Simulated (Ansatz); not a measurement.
Data:

Ag₂S:
```cif
data_Ag4S2
_chemical_formula_sum 'Ag4 S2'
_space_group_name_H-M_alt 'P 1'
_space_group_IT_number 1
_cell_length_a 4.10229
_cell_length_b 4.10229
_cell_length_c 6.97601
_cell_angle_alpha 90.000
_cell_angle_beta 90.000
_cell_angle_gamma 111.054
loop_
_space_group_symop_operation_xyz
  'x, y, z'
loop_
_atom_site_label
_atom_site_type_symbol
_atom_site_fract_x
_atom_site_fract_y
_atom_site_fract_z
_atom_site_occupancy
Ag1 Ag 0.12322 0.87678 0.75000 1
Ag2 Ag 0.87678 0.12322 0.25000 1
Ag3 Ag 0.50000 0.50000 0.50000 1
Ag4 Ag 0.50000 0.50000 0.00000 1
S1 S 0.73923 0.26077 0.75000 1
S2 S 0.26077 0.73923 0.25000 1
```

This is the LDA-relaxed structure.

Problem. All from LDA in the plane-wave PAW code Ansatz, unless another level is named. Estimate the smallest direct gap on the standard path.

Solution. 0.79 eV.

Problem. Predict the band gap.

Solution. 0.62 eV (indirect).

Problem. And the electron effective mass?

Solution. 0.088, 0.40, 0.54 mₑ (principal values).

Problem. Give the weight of the conduction-edge state by species (Voronoi cells).

Solution. Ag 76 %, S 24 %.

Problem. Give the conduction-band minimum.

Solution. at Γ.

Problem. Next, the weight of the valence-edge state by species (Voronoi cells)?

Solution. Ag 56 %, S 44 %.

Space group Cmcm. The workflow started from a Materials Project entry (that database holds measured and hypothetical structures alike); the Crystallography Open Database copy checked does not list it. COD files the formula under space group No. 4, 14, so this cell is another polymorph or a model. Whether it is the stable phase at ambient conditions was not checked. The LDA relaxation kept the symmetry of its start; phonons on a q-mesh show no instability. The run is not spin-polarised. Scalar-relativistic: spin–orbit coupling is off unless named, which matters more the heavier the elements.

Potentials: the later of the program's two PAW sets.
